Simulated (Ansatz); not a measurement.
**Contact densities of TiZn$_{3}$ against volume**

```yaml
crystal:
  lattice:
    - [3.93220, 0.00000, 0.00000]
    - [0.00000, 3.93220, 0.00000]
    - [0.00000, 0.00000, 3.93220]
  atoms:
    - { symbol: Ti, position: [0.00000, 0.00000, 0.00000] }
    - { symbol: Zn, position: [0.00000, 0.50000, 0.50000] }
    - { symbol: Zn, position: [0.50000, 0.00000, 0.50000] }
    - { symbol: Zn, position: [0.50000, 0.50000, 0.00000] }
```

Atom numbers follow the list: Ti1, Zn2, Zn3, Zn4.

The geometry is COD entry 1527931, unchecked; take it as a test cell.

All numbers below come from DFT, LDA, all-electron PAW with datasets made for the crystal, scalar-relativistic in Ansatz 0.2.0.

Numerical set-up: a Γ-centred 9×9×9 k mesh, Fermi–Dirac smearing of 0.05 eV, cutoff 240 eV (chosen by the program for this cell), no spin polarisation.

The contact density is the mean electron density over the nuclear volume; its changes set Mössbauer isomer shifts. Changes below are taken from the unscaled cell, where it is 56461.9 e/Å³ at Ti1, 165829 e/Å³ at Zn2.

Volumes at which the program chose other datasets or cutoffs are left out.

| V/V(cell) | P (GPa) | Δρ(0) Ti1 (e/Å³) | Δρ(0) Zn2 (e/Å³) |
| --- | --- | --- | --- |
| 1.0000 | -9.9 | 0.00 | 0.00 |
| 1.0100 | -10.7 | ? | -0.18 |
| 1.0200 | -11.4 | ? | -0.35 |
| 1.0400 | -12.6 | ? | -0.66 |
| 1.0600 | -13.8 | -0.40 | -0.95 |

(1) Give the missing entry: row "1.0100", column "Δρ(0) Ti1 (e/Å³)".

(2) What belongs in the row "1.0200", column "Δρ(0) Ti1 (e/Å³)"?

(3) What belongs in the row "1.0400", column "Δρ(0) Ti1 (e/Å³)"?

The datasets are made afresh for each cell, so very small changes are uncertain.

Answers

(1) -0.07.

(2) -0.14.

(3) -0.27.
